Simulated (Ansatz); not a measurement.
This run works on a generated trial structure, not on a known crystal.

Input and command of a plane-wave DFT calculation in Ansatz:

```yaml
crystal:
  lattice:
    - [5.0349520296, 0.0, 0.0]
    - [0.0, 5.0349520296, 0.0]
    - [0.0, 0.0, 3.2735445427]
  atoms:
    - { symbol: Nb, position: [0.5, 0.0, 0.1117590814] }
    - { symbol: Nb, position: [0.0, 0.5, 0.1117590814] }
    - { symbol: Nb, position: [0.5, 0.5, 0.6158382641] }
    - { symbol: B, position: [0.1798117394, 0.1798117394, 0.6086834408] }
    - { symbol: B, position: [0.8201882606, 0.8201882606, 0.6086834408] }
    - { symbol: B, position: [0.8201882606, 0.1798117394, 0.6086834408] }
    - { symbol: B, position: [0.1798117394, 0.8201882606, 0.6086834408] }
    - { symbol: B, position: [0.0, 0.0, 0.9800457898] }
basis:
  ecutwfc: 420
kpoints:
  mp_grid: { grid: [6, 6, 10] }
hamiltonian:
  xc: pbe
scf:
  occupations: { method: gaussian, width: 0.1 }
output:
  forces: true
  stress: true
  eigenvalues: true
relax:
  adjacent_minimum: "off"
  f_tol: 0.01
  max_steps: 80
  cell: { stress_tol: 0.05 }
```

```bash
ansatz run input.yaml --threads 1 --pin off --max-ram 2560MiB --backend cpu --events-out ev --progress --plain --runs-dir out
```

Processor: Intel(R) Xeon(R) Platinum 8175M CPU @ 2.50GHz (Skylake/Cascade Lake), 1 thread, on a host shared with other jobs.

Q: How long does it run, and how much memory does it take?

A: About 92 s, peak memory 0.49 GiB. It solves 35 bands at 60 k points (after reduction by symmetry) with about 1623 plane waves (on the last cell), in 37 SCF iterations over 6 ionic steps.
